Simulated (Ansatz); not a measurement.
Q: Each is relaxed and computed with DFT-r²SCAN in the program Ansatz with PAW potentials. Which is the only one with a gap?
A) Hf2GaSb3, P-4m2 (Hf on 2g, Ga on 1b, Sb on 2g, Sb on 1a)
B) TaSi2, P6_222 (Ta on 3d, Si on 6j)
C) TaSiPt, Pnma (Ta on 4c, Si on 4c, Pt on 4c)
D) TaSb3O8, Pc (Pearson symbol mP24)

A: D, TaSb3O8, Pc (Pearson symbol mP24). TaSb3O8: gap 2.80 eV (indirect); TaSi2: metal; TaSiPt: metal; Hf2GaSb3: metal. Standing as an ambient phase not checked: TaSb3O8, Pc (Pearson symbol mP24); TaSiPt, Pnma (Ta on 4c, Si on 4c, Pt on 4c); Hf2GaSb3, P-4m2 (Hf on 2g, Ga on 1b, Sb on 2g, Sb on 1a). Perhaps ordered models of mixed-site phases: TaSb3O8, Pc (Pearson symbol mP24); Hf2GaSb3, P-4m2 (Hf on 2g, Ga on 1b, Sb on 2g, Sb on 1a). All cells were relaxed under the symmetry of their starts (and spin orders); stability against distortions was not tested throughout. Rows with no word on spin ran without spin polarisation. Scalar-relativistic: spin–orbit coupling is off unless named, which matters more the heavier the elements.

Potentials: the later of the program's two PAW sets.
